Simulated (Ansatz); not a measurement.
Level of theory: DFT PBE, scalar-relativistic, plane waves, PAW (Ansatz). Settings: cutoff 420 eV, Γ-centred meshes spaced at most about 0.3 Å⁻¹, and about 0.25 Å⁻¹ or finer for metals (2π included), Gaussian smearing. No spin polarisation in the final relaxations.

All energies are static (0 K, no zero-point motion).

Two relaxed structures of Hf3Si2F:

1.

```xyz
6
Lattice="6.5477 0.0000 0.0000 -3.2738 5.6704 0.0000 0.0000 0.0000 3.7095" Properties=species:S:1:pos:R:3 pbc="T T T"
Hf    3.2738    0.0000    1.8548
Hf    1.6369    2.8352    1.8548
Hf   -1.6369    2.8352    1.8548
Si    0.0000    3.7803    0.0000
Si    3.2738    1.8901    0.0000
F     0.0000    0.0000    0.0000
```

2.

```xyz
6
Lattice="4.5411 0.0000 0.0000 -2.2706 3.9327 0.0000 0.0000 0.0000 5.7901" Properties=species:S:1:pos:R:3 pbc="T T T"
Hf    0.0000    0.0000    2.8950
Hf    0.0000    2.6218    0.0000
Hf    0.0000    2.6218    2.8950
Si    2.2706    1.3109    1.6182
Si    2.2706    1.3109    4.1719
F     0.0000    0.0000    0.0000
```

Question: Which form is favoured at zero pressure, and by what margin per atom?

Answer: Cell 2 is lower, by 0.30 eV/atom. Cell 1 has space group P6/mmm (No. 191), 23.0 Å³/atom and no gap on its mesh; cell 2 has space group P-6m2 (No. 187), 17.2 Å³/atom and no gap. The shortest distance is 2.65 Å (Hf–Si) in cell 1 and 2.55 Å (Si–Si) in cell 2. The denser one is the lower, and pressure would at first widen the difference. In cell 1, Hf is surrounded by 4 Si at 2.65 Å, 4 Hf at 3.27 Å, 2 Hf at 3.71 Å and 4 F at 3.76 Å; Si has 6 Hf at 2.65 Å, 5 Si at 3.71–3.78 Å and 3 F at 3.78 Å; F is surrounded by 2 F at 3.71 Å, 12 Hf at 3.76 Å and 6 Si at 3.78 Å (long contacts). In cell 2, Hf on its first site is surrounded by 3 Hf at 2.62 Å, 2 F at 2.90 Å and 6 Si at 2.92 Å; around Si lie 1 Si at 2.55 Å, 9 Hf at 2.92–3.08 Å, 3 F at 3.08 Å and 1 Si at 3.24 Å; around F lie 3 Hf at 2.62 Å, 2 Hf at 2.90 Å and 6 Si at 3.08 Å; 2 more sites not described. Both come from invented guesses.

Spin–orbit coupling, which can matter for Hf, is left out. A magnetic state wasn't ruled out in cells without spin, among them P6/mmm, P-6m2. Cells relaxed within their symmetry can be saddle points.
